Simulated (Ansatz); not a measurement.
B2Ir in space group P6_3/mmc (No. 194; Ir on 2c, B on 4f) under volume change, PBE in the plane-wave PAW code Ansatz, shape and atoms relaxed at each volume.

```json
[
 {"V (Å³/atom)": "8.725", "E − E(relaxed) (meV/atom)": "70.9", "P (GPa)": "28.45"},
 {"V (Å³/atom)": "9.013", "E − E(relaxed) (meV/atom)": "30.3", "P (GPa)": "17.41"},
 {"V (Å³/atom)": "9.300", "E − E(relaxed) (meV/atom)": "?", "P (GPa)": "?"},
 {"V (Å³/atom)": "9.588", "E − E(relaxed) (meV/atom)": "0.0", "P (GPa)": "-0.01"},
 {"V (Å³/atom)": "9.875", "E − E(relaxed) (meV/atom)": "6.7", "P (GPa)": "-7.28"},
 {"V (Å³/atom)": "10.163", "E − E(relaxed) (meV/atom)": "25.6", "P (GPa)": "-13.67"},
 {"V (Å³/atom)": "10.451", "E − E(relaxed) (meV/atom)": "?", "P (GPa)": "?"}
]
```

Q: Fill in the missing entries.

A: 
- 9.300, E − E(relaxed) (meV/atom): 7.2
- 9.300, P (GPa): 8.30
- 10.451, E − E(relaxed) (meV/atom): 55.4
- 10.451, P (GPa): -19.36

Q: What does a third-order Birch–Murnaghan fit give for V₀, B₀ and B′?

A: V₀ = 9.59 Å³/atom, B₀ = 258 GPa, B′ = 3.3.

The start of the workflow was typed in or built on a structure type; neither database checked (COD, Materials Project) lists it. Its standing as an ambient phase is unchecked. Symmetry was held in the PBE relaxation; whether a distortion lowers the energy is not shown. No spin polarisation was allowed. Spin–orbit coupling is left out wherever it is not named.

Potentials: the earlier of the program's two PAW sets.
